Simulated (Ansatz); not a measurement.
Os:
```yaml
crystal:
  lattice:
    - [2.75409, 0.00000, 0.00000]
    - [-1.37705, 2.38511, 0.00000]
    - [0.00000, 0.00000, 4.34688]
  atoms:
    - { symbol: Os, position: [0.33333, 0.66667, 0.75000] }
    - { symbol: Os, position: [0.66667, 0.33333, 0.25000] }
```

Relaxed with PBE. Special points in fractions of this cell's reciprocal vectors: Γ (0.000, 0.000, 0.000); M (0.500, 0.000, 0.000); K (0.333, 0.333, 0.000); A (0.000, 0.000, 0.500); L (0.500, 0.000, 0.500); H (0.333, 0.333, 0.500).

**Question.** List the band energies nearest the Fermi level at these points for the program Ansatz at the PBE level (PAW).

**Answer.** In eV from the Fermi level; about four levels below and three above (degenerate sets whole), none deeper than 8.9 eV; … stands for higher levels left out; points with the same levels are listed once.

```
k                          below                above
-  -----------------------------  -------------------
Γ  -2.21 -2.21 -1.58 -1.58 -0.03          1.59 1.59 …
M        -3.51 -2.92 -2.56 -1.88       1.92 2.47 2.61
K        -4.57 -3.40 -3.40 -1.35       1.40 1.40 1.97
A        -3.22 -3.22 -3.22 -3.22  0.82 0.82 0.82 0.82
L        -1.23 -1.23 -0.23 -0.23  2.25 2.25 3.17 3.17
H        -3.41 -3.41 -1.38 -1.38  1.53 1.53 8.10 8.10
```

Space group P6_3/mmc (hcp (Mg type)). The cell was relaxed with PBE under the symmetry of its start. The run is not spin-polarised. Scalar-relativistic: spin–orbit coupling is off unless named, which matters more the heavier the elements.

Potentials: the earlier of the program's two PAW sets.
